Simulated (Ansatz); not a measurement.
W2NS2, M2XT2 MXene (fcc sites)-type layer, relaxed and computed with two functionals in Ansatz (plane waves, PAW).

| functional | a (Å) | thickness (Å) |
|---|---|---|
| PBE | 3.032 | 6.09 |
| r²SCAN+D4 | ? | ? |

Q: Complete the blanks.

A: 
- r²SCAN+D4, a (Å): 3.017
- r²SCAN+D4, thickness (Å): 6.04

Began spin-polarised and lost the moments: W2NS2, M2XT2 MXene (fcc sites)-type layer with PBE; W2NS2, M2XT2 MXene (fcc sites)-type layer with r²SCAN+D4. All cells were relaxed under the symmetry of their starts (and spin orders); stability against distortions was not tested throughout. Spin–orbit coupling is left out wherever it is not named. Constructed layers (a layer type filled with these elements): W2NS2, M2XT2 MXene (fcc sites)-type layer; W2NS2, M2XT2 MXene (fcc sites)-type layer.

Potentials: the later of the program's two PAW sets.

Ansatz (a first-principles code) is a plane-wave DFT program.
